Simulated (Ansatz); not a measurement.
Given:

Te2Mo:
Space group P6₃/mmc (No. 194); a = b = 3.5565 Å, c = 15.3439 Å, α = β = 90.00°, γ = 120.00°

```tsv
atom	site	symmetry	x	y	z
Mo	2c	-6m2	0.3333	0.6667	0.2500
Te	4f	3m.	0.6667	0.3333	0.1322
```

This is the PBE-relaxed structure.

Q: All from DFT-PBE in the program Ansatz with PAW potentials, unless another level is named. Estimate the hole effective mass.

A: 0.66, 0.66, 2.4 mₑ (principal values).

Q: What about the electron effective mass?

A: 0.41, 0.65, 0.91 mₑ (principal values).

Q: Predict the weight of the conduction-edge state by species (Voronoi cells).

A: Mo 58 %, Te 42 %.

Q: Give the valence-band maximum.

A: at K.

Space group P6_3/mmc. The PBE relaxation kept the symmetry of its start. No spin polarisation was allowed. A crystal of weakly bound layers computed without a dispersion correction: the cell and the soft elastic constants depend strongly on that. Scalar-relativistic: spin–orbit coupling is off unless named, which matters more the heavier the elements.

Potentials: the later of the program's two PAW sets.

Edges and masses are those of Kohn–Sham bands, whose gap is no quasiparticle gap.
